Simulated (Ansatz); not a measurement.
One crystal and one scan (scan of one atom of the cell) at two levels, PBE (plane waves to 420 eV, PAW, scalar-relativistic; Ansatz, an electronic-structure program) and r2SCAN (plane waves to 500 eV, PAW, scalar-relativistic; Ansatz), each from its own relaxed cell and on its own mesh. The cell shown is that of PBE.

ZnS (zinc blende)

```xyz
2
Lattice="0.0000 2.7217 2.7217 2.7217 0.0000 2.7217 2.7217 2.7217 0.0000" Properties=species:S:1:pos:R:3 pbc="T T T"
S      4.0826     4.0826     4.0826
Zn     0.0000     0.0000     0.0000
```

In each cell atom 2 (Zn, nearest neighbour S at 2.357 Å; its periodic images, 3.8 Å or more away, move with it) moves by s·(0.577, 0.577, 0.577) (along Cartesian [111]), the rest being held.

Energies are smeared free energies. ZnS was relaxed with its symmetry unable to fall. Both scans cover s from -0.470 to 0.470 Å.

ΔE (meV/cell), each from the undisplaced structure of its own level:

| s (Å) | PBE | r2SCAN |
|---|---|---|
| -0.470 | 1269 | 1406 |
| -0.376 | 690 | 765 |
| -0.282 | 332 | 368 |
| -0.188 | 127 | 140 |
| -0.094 | 27 | 30 |
| 0.000 | 0 | 0 |
| 0.094 | 20 | 23 |
| 0.188 | 71 | 78 |
| 0.282 | 138 | 151 |
| 0.376 | 212 | withheld |
| 0.470 | 285 | 309 |

Q: Estimate the r2SCAN value at 0.376 from the PBE value there and the ratio of the two levels in the two nearest given rows on that side of the minimum.

A: At 0.470 and 0.282 the ratio r2SCAN/PBE averages 1.089, which gives 1.089 × 212 = 231 meV/cell. The calculation gives 231 meV/cell, +9.0 % against PBE.

(For displaced atoms, the force is minus the slope of the energy, and its curvature is a force constant, which sets phonon frequencies.)
